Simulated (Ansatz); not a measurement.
Zn: enthalpy against pressure

Zn, P6_3/mmc, a = 2.593 Å, c = 4.895 Å. Ansatz: PBEsol, PAW, 420 eV, Γ-centred 18×18×8 mesh on 2 atoms, Gaussian smearing 0.10 eV; no spin polarisation. Cell and atoms are relaxed at each pressure, and no other structure is tried, so the rows at high pressure may lie past a change of phase. y is the enthalpy over the state at zero pressure; there V0 = 14.247 Å³/atom. The pressures are the targets, met within 0.06 GPa.

```tsv
P (GPa)	y (eV/atom)
-3.0	-0.2732
0.0	0.0000
3.0	0.2612
8.0	0.6798
15.0	?
30.0	2.3427
60.0	4.3724
```

Fit y = c1 P + c2 P² + c3 P³ to the other rows, say what c1 and c2 mean, and predict the missing value.

Least squares on the rows shown. y = 0.088547 P − 0.00043667 P² + 2.9243×10⁻⁶ P³. Since dH/dP = V, c1 is V0: 0.088547 eV/GPa × 160.2 = 14.185 Å³ against 14.247; c2 = −V0/(2B0) gives B0 = 101 GPa, where a Birch–Murnaghan fit to the volumes of the same runs (not shown) gives 73 GPa: a cubic over this range folds the higher terms into c2. Above P = −c2/(3 c3) = 50 GPa the cubic's slope, the volume, would rise with pressure, so the form fails there. At P = 15.0 the fit asked for gives 1.2398 eV/atom. The run gave 1.2306 eV/atom, so the fit is 0.0092 eV/atom too high, 0.2 % of the span of the series, against an rms of 0.0019 eV/atom on the fitted rows. With a term in P⁴ added, a fit to the same known rows predicts 1.2322 eV/atom, so most of the miss is curvature that the known rows already hold. Also, this row ran on the mesh 18×18×10, its neighbour on 18×18×8, which can shift it a little.

The mesh isn't the same in all rows (18×18×8, 18×18×10).